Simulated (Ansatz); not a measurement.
Input and command of a plane-wave DFT calculation in Ansatz:

```yaml
crystal:
  lattice:
    - [0.0, 1.8075, 1.8075]
    - [1.8075, 0.0, 1.8075]
    - [1.8075, 1.8075, 0.0]
  atoms:
    - { symbol: B, position: [0.0, 0.0, 0.0] }
    - { symbol: "N", position: [0.75, 0.75, 0.75] }
basis:
  ecutwfc: 420
kpoints:
  mp_grid: { grid: [8, 8, 8] }
hamiltonian:
  xc: pbe
scf:
  occupations: { method: gaussian, width: 0.1 }
output:
  forces: true
  stress: true
  eigenvalues: true
```

```bash
ansatz run input.yaml --threads 4 --pin off --max-ram 8192MiB --backend cpu --events-out ev --progress --plain --runs-dir out
```

Processor: Arm Neoverse V1, 4 threads, on a host shared with other jobs.

Task: How long does it run, and how much memory does it take?

Result: About 0.25 s on 4 threads of Arm Neoverse V1 (shared host), peak memory 0.18 GiB. It solves 8 bands at 29 k points (the mesh reduced by the symmetry that the task leaves, which can be less than the crystal's) with about 259 plane waves, in 6 SCF iterations.
